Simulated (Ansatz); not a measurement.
An Ansatz (a quantum-chemistry and plane-wave program) run. Input:

Ansatz 0.2 input:
```yaml
crystal:
  lattice:
    - [-1.593537626, 1.593537626, 1.593537626]
    - [1.593537626, -1.593537626, 1.593537626]
    - [1.593537626, 1.593537626, -1.593537626]
  atoms:
    - { symbol: Al, position: [0.0, 0.0, 0.0] }
kpoints:
  mp_grid: { grid: [38, 38, 38] }
hamiltonian:
  xc: r2scan
  pseudopotentials: { azcp: { folder: ./paw }, kind: paw }
scf:
  occupations: { method: fermi_dirac, width: 0.1 }
elastic: { mode: relaxed_ion, stencil: two_point, amplitude: 0.005, f_tol: 0.0005 }
```

Output (shortened):

```
Pseudopotential: Al, paw, valence charge 3
Functional definition: r2SCAN
Crystal: 1 atoms, lattice volume = 16.186 Å³
Basis set: ecut = 500 eV, 381 PW (Γ), exchange–correlation on 96×96×96 points (64 copies of the dense FFT grid, shifted against one another)
Bands: 6, of which v1, the nominal top of the filled ones, is band 2 counted from 1 (1 counted from 0)
Symmetry: 48 space group operations
Space group: Im-3m (ITA 229), of the structure as read, at distance tolerance 2.5e-5 Å
k-points: 1440 of 54872
SCF iter   1: F=—  HF=-540.293065 eV  |F-HF|=—  |Δ(HF+E_count)|=         —  Δρ=2.41e-2  dr2=1.07e-1  dr2_τ=3.78e-3  ethr=3.10e-3  ⟨swp⟩=4.1  Hψ=75664  notcnv=0
preconditioner: auto → none
SCF iter   2: F=—  HF=-540.301100 eV  |F-HF|=—  |Δ(HF+E_count)|=   8.03e-3  Δρ=1.27e-2  dr2=2.95e-2  dr2_τ=9.72e-5  ethr=3.10e-3  ⟨swp⟩=1.9  Hψ=23243  notcnv=0  defer=114
SCF iter   3: F=—  HF=-540.306576 eV  |F-HF|=—  |Δ(HF+E_count)|=   5.48e-3  Δρ=8.40e-4  dr2=1.13e-4  dr2_τ=6.17e-7  ethr=9.82e-4  ⟨swp⟩=2.5  Hψ=15330  notcnv=0  defer=371
SCF iter   4: F=—  HF=-540.306564 eV  |F-HF|=—  |Δ(HF+E_count)|=   1.28e-5  Δρ=2.18e-4  dr2=5.52e-6  dr2_τ=8.56e-8  ethr=3.78e-6  ⟨swp⟩=1.1  Hψ=8480  notcnv=0  defer=371
SCF iter   5: F=—  HF=-540.306567 eV  |F-HF|=—  |Δ(HF+E_count)|=   3.32e-6  Δρ=2.27e-5  dr2=8.33e-8  dr2_τ=2.70e-10  ethr=1.84e-7  ⟨swp⟩=1.3  Hψ=8731  notcnv=0  defer=371
SCF iter   6: F=—  HF=-540.306567 eV  |F-HF|=—  |Δ(HF+E_count)|=   9.22e-8  Δρ=2.93e-6  dr2=1.20e-9  dr2_τ=6.67e-12  ethr=2.78e-9  ⟨swp⟩=1.0  Hψ=8416  notcnv=0  defer=370
SCF iter   7: F=—  HF=-540.306567 eV  |F-HF|=—  |Δ(HF+E_count)|=  1.35e-10  Δρ=1.41e-7  dr2=2.42e-12  dr2_τ=6.03e-14  ethr=3.99e-11  ⟨swp⟩=1.6  Hψ=9491  notcnv=0  defer=370
SCF iter   8: F=—  HF=-540.306567 eV  |F-HF|=—  |Δ(HF+E_count)|=  3.07e-12  Δρ=3.36e-8  dr2=1.81e-13  dr2_τ=5.18e-16  ethr=1.00e-12  ⟨swp⟩=5.1  Hψ=24736  notcnv=0
SCF iter   9: F=-540.306567 eV  HF=-540.306567 eV  |F-HF|=1.14e-13  |Δ(HF+E_count)|=  2.27e-13  Δρ=1.17e-9  dr2=1.79e-16  dr2_τ=1.82e-18  ethr=1.00e-12  ⟨swp⟩=3.0  Hψ=17041  notcnv=0
the search or the solves at the SCF's close seem to have found levels that the self-consistency loop had missed (the run counts 1) …
SCF 1 converged in 9 iterations: F = -540.306567 eV  dr2 = 1.79e-16
Crystal: 1 atoms, lattice volume = 16.186 Å³
iter 1 solved again at ethr=1.00e-12 eV; its pass at ethr=3.10e-3 eV (dr2=2.83e-16 eV) is discarded
SCF iter   1: F=—  HF=-540.306567 eV  |F-HF|=—  |Δ(HF+E_count)|=         —  Δρ=1.17e-9  dr2=1.78e-16  dr2_τ=1.80e-18  ethr=1.00e-12  ⟨swp⟩=1.0  Hψ=78782  notcnv=0
preconditioner: auto → none
SCF iter   2: F=-540.306567 eV  HF=-540.306567 eV  |F-HF|=3.41e-13  |Δ(HF+E_count)|=  2.27e-13  Δρ=5.71e-10  dr2=4.09e-17  dr2_τ=1.32e-19  ethr=1.00e-12  ⟨swp⟩=3.0  Hψ=17385  notcnv=0
SCF 2 converged in 2 iterations: F = -540.306567 eV  dr2 = 4.09e-17
Crystal: 1 atoms, lattice volume = 16.105 Å³
Symmetry: 16 space group operations
k-points: 3910 of 54872
iter 1 solved again at ethr=1.38e-7 eV; its pass at ethr=3.10e-3 eV (dr2=4.13e-6 eV) is discarded
SCF iter   1: F=—  HF=-540.306497 eV  |F-HF|=—  |Δ(HF+E_count)|=         —  Δρ=1.73e-4  dr2=4.28e-6  dr2_τ=1.95e-6  ethr=1.38e-7  ⟨swp⟩=2.2  Hψ=227670  notcnv=0  defer=29
preconditioner: auto → none
SCF iter   2: F=—  HF=-540.306492 eV  |F-HF|=—  |Δ(HF+E_count)|=   4.40e-6  Δρ=9.98e-5  dr2=1.51e-6  dr2_τ=6.12e-9  ethr=1.38e-7  ⟨swp⟩=2.1  Hψ=28538  notcnv=0  defer=29
SCF iter   3: F=—  HF=-540.306492 eV  |F-HF|=—  |Δ(HF+E_count)|=   5.11e-7  Δρ=1.79e-5  dr2=5.30e-8  dr2_τ=7.80e-11  ethr=5.02e-8  ⟨swp⟩=1.0  Hψ=22646  notcnv=0  defer=29
SCF iter   4: F=—  HF=-540.306492 eV  |F-HF|=—  |Δ(HF+E_count)|=   8.44e-8  Δρ=6.53e-6  dr2=6.76e-9  dr2_τ=5.57e-12  ethr=1.77e-9  ⟨swp⟩=1.0  Hψ=22621  notcnv=0  defer=29
SCF iter   5: F=—  HF=-540.306492 eV  |F-HF|=—  |Δ(HF+E_count)|=  3.60e-10  Δρ=1.03e-6  dr2=1.73e-10  dr2_τ=2.45e-13  ethr=2.25e-10  ⟨swp⟩=1.0  Hψ=22621  notcnv=0  defer=29
SCF iter   6: F=—  HF=-540.306492 eV  |F-HF|=—  |Δ(HF+E_count)|=  1.13e-11  Δρ=2.24e-7  dr2=8.03e-12  dr2_τ=7.13e-15  ethr=5.78e-12  ⟨swp⟩=1.0  Hψ=22621  notcnv=0  defer=29
SCF iter   7: F=-540.306492 eV  HF=-540.306492 eV  |F-HF|=1.14e-13  |Δ(HF+E_count)|=  3.41e-13  Δρ=2.28e-8  dr2=8.04e-14  dr2_τ=4.96e-17  ethr=1.00e-12  ⟨swp⟩=3.0  Hψ=68665  notcnv=0
SCF 3 converged in 7 iterations: F = -540.306492 eV  dr2 = 8.04e-14
Crystal: 1 atoms, lattice volume = 16.267 Å³
Basis set: ecut = 500 eV, 389 PW (Γ), exchange–correlation on 96×96×96 points (64 copies of the dense FFT grid, shifted against one another)
iter 1 solved again at ethr=1.06e-10 eV; its pass at ethr=3.10e-3 eV (dr2=3.18e-9 eV) is discarded
SCF iter   1: F=—  HF=-540.306494 eV  |F-HF|=—  |Δ(HF+E_count)|=         —  Δρ=5.24e-6  dr2=2.95e-9  dr2_τ=4.59e-10  ethr=1.06e-10  ⟨swp⟩=2.0  Hψ=228355  notcnv=0  defer=35
preconditioner: auto → none
SCF iter   2: F=—  HF=-540.306494 eV  |F-HF|=—  |Δ(HF+E_count)|=   1.60e-9  Δρ=2.46e-6  dr2=6.00e-10  dr2_τ=1.99e-11  ethr=9.83e-11  ⟨swp⟩=1.9  Hψ=27225  notcnv=0  defer=35
SCF iter   3: F=—  HF=-540.306494 eV  |F-HF|=—  |Δ(HF+E_count)|=  7.31e-10  Δρ=2.00e-7  dr2=3.59e-12  dr2_τ=9.47e-14  ethr=2.00e-11  ⟨swp⟩=1.0  Hψ=22644  notcnv=0  defer=35
SCF iter   4: F=—  HF=-540.306494 eV  |F-HF|=—  |Δ(HF+E_count)|=  4.55e-12  Δρ=7.29e-8  dr2=5.91e-13  dr2_τ=6.76e-15  ethr=1.20e-13 (applied; sched 1.00e-12)  ⟨swp⟩=1.5  Hψ=25478  notcnv=0  defer=595
SCF iter   5: F=-540.306494 eV  HF=-540.306494 eV  |F-HF|=2.27e-13  |Δ(HF+E_count)|=  2.27e-13  Δρ=4.67e-9  dr2=2.64e-15  dr2_τ=1.51e-17  ethr=1.00e-12  ⟨swp⟩=3.5  Hψ=49422  notcnv=0
SCF 4 converged in 5 iterations: F = -540.306494 eV  dr2 = 2.64e-15
Crystal: 1 atoms, lattice volume = 16.186 Å³
Symmetry: 8 space group operations
k-points: 7430 of 54872
iter 1 solved again at ethr=4.08e-7 eV; its pass at ethr=3.10e-3 eV (dr2=1.22e-5 eV) is discarded
SCF iter   1: F=—  HF=-540.306498 eV  |F-HF|=—  |Δ(HF+E_count)|=         —  Δρ=2.52e-4  dr2=1.17e-5  dr2_τ=9.39e-8  ethr=4.08e-7  ⟨swp⟩=1.0  Hψ=422783  notcnv=0  defer=53
preconditioner: auto → none
SCF iter   2: F=—  HF=-540.306496 eV  |F-HF|=—  |Δ(HF+E_count)|=   2.24e-6  Δρ=1.08e-4  dr2=2.15e-6  dr2_τ=4.42e-10  ethr=3.90e-7  ⟨swp⟩=1.0  Hψ=43004  notcnv=0  defer=53
SCF iter   3: F=—  HF=-540.306496 eV  |F-HF|=—  |Δ(HF+E_count)|=   4.19e-7  Δρ=2.33e-6  dr2=2.99e-10  dr2_τ=1.93e-12  ethr=7.16e-8  ⟨swp⟩=1.0  Hψ=43004  notcnv=0  defer=53
SCF iter   4: F=—  HF=-540.306496 eV  |F-HF|=—  |Δ(HF+E_count)|=   1.78e-7  Δρ=3.78e-7  dr2=1.42e-11  dr2_τ=1.05e-13  ethr=9.95e-12  ⟨swp⟩=2.0  Hψ=54746  notcnv=0  defer=53
SCF iter   5: F=-540.306496 eV  HF=-540.306496 eV  |F-HF|=5.68e-13  |Δ(HF+E_count)|=  2.76e-11  Δρ=2.55e-8  dr2=4.65e-14  dr2_τ=8.69e-16  ethr=1.00e-12  ⟨swp⟩=2.5  Hψ=136650  notcnv=0
SCF 5 converged in 5 iterations: F = -540.306496 eV  dr2 = 4.65e-14
Crystal: 1 atoms, lattice volume = 16.186 Å³
iter 1 solved again at ethr=3.35e-11 eV; its pass at ethr=3.10e-3 eV (dr2=1.01e-9 eV) is discarded
SCF iter   1: F=—  HF=-540.306496 eV  |F-HF|=—  |Δ(HF+E_count)|=         —  Δρ=2.56e-6  dr2=9.72e-10  dr2_τ=6.42e-11  ethr=3.35e-11  ⟨swp⟩=1.8  Hψ=432055  notcnv=0  defer=78
preconditioner: auto → none
SCF iter   2: F=—  HF=-540.306496 eV  |F-HF|=—  |Δ(HF+E_count)|=  1.83e-10  Δρ=1.27e-6  dr2=2.41e-10  dr2_τ=4.46e-13  ethr=3.24e-11  ⟨swp⟩=1.0  Hψ=43004  notcnv=0  defer=78
SCF iter   3: F=—  HF=-540.306496 eV  |F-HF|=—  |Δ(HF+E_count)|=  7.23e-11  Δρ=1.26e-7  dr2=2.81e-12  dr2_τ=2.13e-15  ethr=8.03e-12  ⟨swp⟩=1.0  Hψ=43282  notcnv=0  defer=78
SCF iter   4: F=—  HF=-540.306496 eV  |F-HF|=—  |Δ(HF+E_count)|=  4.55e-13  Δρ=5.75e-8  dr2=5.32e-13  dr2_τ=5.27e-16  ethr=9.35e-14 (applied; sched 1.00e-12)  ⟨swp⟩=1.1  Hψ=43729  notcnv=0  defer=1372
SCF iter   5: F=-540.306496 eV  HF=-540.306496 eV  |F-HF|=3.41e-13  |Δ(HF+E_count)|=  1.14e-13  Δρ=5.39e-9  dr2=5.26e-15  dr2_τ=3.43e-17  ethr=1.00e-12  ⟨swp⟩=2.7  Hψ=125864  notcnv=0
SCF 6 converged in 5 iterations: F = -540.306496 eV  dr2 = 5.26e-15
SCF converged after 2 iterations
Free energy (F): -540.306567 eV
Harris-Foulkes:  -540.306567 eV  (|F-HF|=3.41e-13)
Internal energy: -540.293913 eV  (E = F + TS)
E sigma→0 (E₀):  -540.300240 eV
Entropy (-TS):   -0.012653 eV (-12.653 meV/atom)
Fermi energy:    8.181815 eV
--- Per-component energies (eV) ---
  E_band       = 10.267700
  E_kinetic    = 22.883164
  E_local      = 11.199337  (includes V_loc(G=0)·N_el)
  E_nonlocal   = 9.489811
  E_hartree    = 0.079258
  E_xc         = -35.029095
  E_vxc        = -31.420431  (∫ρ·V_xc dr)
  E_paw        = -474.864768  (= ΣΔE_a)
  E_vpaw       = -3.283885  (= ΣTr[D̂ρ^β])
  E_aug_tail   = 0.000001  (compensation charges beyond the density's cutoff)
  E_vtau       = 1.241187  (kinetic-family band-sum trace: ∫τ·v_τ [+ j·A + Jᵃ·Aᵃ] dr)
  E_ewald      = -73.991514
  E_core_change = -0.060108  (= ΣΔE_core)
  E_smearing   = -0.012653  (= −TS)
  E_closure    = 0.000000  (closes the sum)
  Σ components = -540.306567   (vs F -540.306567, Δ=0.00e0)
  [band-id]    e_kinetic+e_local+e_nonlocal+2·e_hartree+e_vxc+e_vpaw+e_augmentation_tail+e_vtau = 10.267700   (vs E_band 10.267700, Δ=5.38e-10)
--- Forces (eV/Å), atoms counted from 1 ---
  atom   1  Al     0.00000000     0.00000000     0.00000000
  max |Σ_I F_I| component: 0.0 eV/Å
--- Stress (GPa, compression-positive) ---
        0.000808       0.000000       0.000000
        0.000000       0.000808       0.000000
        0.000000       0.000000       0.000808
  P = ⅓ Tr σ = 0.0008 GPa (0.008 kbar)
--- Band table (eV; the first three rows and the last of 1440) ---
  k-point 0: bands = ["-3.8141", "22.2639", "22.2639", "22.2639", "24.4191", "24.4191"]
  k-point 1: bands = ["-3.7926", "21.9799", "22.1011", "22.1669", "24.2695", "24.5101"]
  k-point 2: bands = ["-3.7283", "21.2476", "21.7245", "21.9014", "23.9094", "24.6590"]
  k-point 1439: bands = ["10.2197", "10.2197", "10.2197", "11.1068", "11.1068", "14.9079"]
--- Elastic constants: 2 strain directions × 2 members + reference (group order 48) ---
  dense FFT box of the reference and of every strained cell: 24×24×24
  strains applied: 11, 23; error gains: componentwise 1.00 (the most a stress slope's error grows in a printed constant), spectral 1.73 (1 for all six strains …
  C = ∂σ_k/∂η_j (tension-positive GPa; Voigt order 11 22 33 23 13 12):
        58.273     95.350     95.350      0.000      0.000      0.000
        95.350     58.273     95.350      0.000      0.000      0.000
        95.350     95.350     58.273      0.000      0.000      0.000
         0.000      0.000      0.000     56.343      0.000      0.000
         0.000      0.000      0.000      0.000     56.343      0.000
         0.000      0.000      0.000      0.000      0.000     56.343
  reference stress σ⁰ (GPa):     -0.001     -0.001     -0.001      0.000      0.000      0.000
  C* (energy form; C + prestress term) asymmetry max|C*_kj − C*_jk| = 5.684e-14 GPa — a small one proves nothing (zero by symmetry where the batch's group is …
  moduli (Voigt/Reuss/Hill, GPa): K = 82.99/82.99/82.99   G = 26.39/-91.51/-32.56   E = -112.38   ν = 0.726
  mechanically stable: NO (min eigenvalue of sym C = -37.08 GPa)
  where every solve meets its electron count the energy-path curvature estimates C_jj along a normal strain and C_jj − ¼(σ⁰_aa + σ⁰_bb) along a shear (ab), of …
  strain η (Voigt 11):  stress-route row diagonal C_11 = 58.27 GPa, energy-path curvature d²(F+E_count+ΔE)/dδ²/Ω₀ = 58.30 GPa
         δ    σ_11 (GPa)             F (eV)   n_scf  n_hpsi   n_pw
    -5.000e-3      -0.2970        -540.3064919       7  462124    422   relax 0 steps, max|allowed force component| 0.00e0 eV/Å
     5.000e-3       0.2858        -540.3064944       5  399870    428   relax 0 steps, max|allowed force component| 0.00e0 eV/Å
  strain η (Voigt 23):  stress-route row diagonal C_44 = 56.34 GPa, energy-path curvature d²(F+E_count+ΔE)/dδ²/Ω₀ = 56.31 GPa
         δ    σ_23 (GPa)             F (eV)   n_scf  n_hpsi   n_pw
    -5.000e-3      -0.2817        -540.3064957       5  788991    426   relax 0 steps, max|allowed force component| 0.00e0 eV/Å
     5.000e-3       0.2817        -540.3064957       5  776682    426   relax 0 steps, max|allowed force component| 0.00e0 eV/Å
```

Cost: roughly 2.2 core-minutes on shared cores.

The first step of the workflow began from a Materials Project structure, measured or hypothetical; the Crystallography Open Database copy checked does not list it. It is not the phase usual at ambient conditions (space group No. 225). Symmetry was held in the r²SCAN relaxation. At this level the phase is mechanically unstable. As this level gives no gap, shear constants depend on the k-mesh and smearing (Fermi–Dirac, 0.1 eV here).

Potentials: the earlier of the program's two PAW sets.

Ansatz is a plane-wave DFT program.
